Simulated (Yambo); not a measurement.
```
RbOH
1.0
    4.17236     0.00000     0.00000
    0.00000     4.15620     0.00000
   -1.45568     0.00000     5.77172
H O Rb
2 2 2
Direct
  0.47785   0.25000   0.92235
  0.52215   0.75000   0.07765
  0.32904   0.25000   0.76989
  0.67096   0.75000   0.23011
  0.17334   0.25000   0.28828
  0.82666   0.75000   0.71172
```

RbOH (space group P2_1/m, No. 11): mean Im ε in 1 eV windows above the direct gap of 5.71 eV, for different electron-hole kernels (Yambo, broadening 0.15 eV, PBEsol (Quantum ESPRESSO, PseudoDojo norm-conserving, 84 Ry, scalar-relativistic) bands; 4×4×4 mesh, 6 valence and 10 conduction bands, static screening with 53 bands and a 3 Ry block, scissor 2.49 eV, Tamm-Dancoff; field along x).

```
window (eV)  independent quasiparticles  RPA (no attraction)  BSE
-----------  --------------------------  -------------------  ---
5.7 to 6.7                          0.3                  0.3  0.9
6.7 to 7.7                          0.7                  0.5  1.4
7.7 to 8.7                          1.0                  0.9  1.3
8.7 to 9.7                          1.4                  1.3  0.9
9.7 to 10.7                         1.2                  1.3  1.4
```

This run doesn't resolve bound excitons or single peaks, so only averages are given, and they too depend on the mesh; weight that the attraction moves below the gap isn't listed. All transitions below 13.23 eV are in the band window. The scissor comes from a G0W0 run whose convergence isn't established.

Geometry of the Materials Project entry, not relaxed at this level.

The structure is a Materials Project entry; no match was found in the copy of COD used, and its stability was not checked.
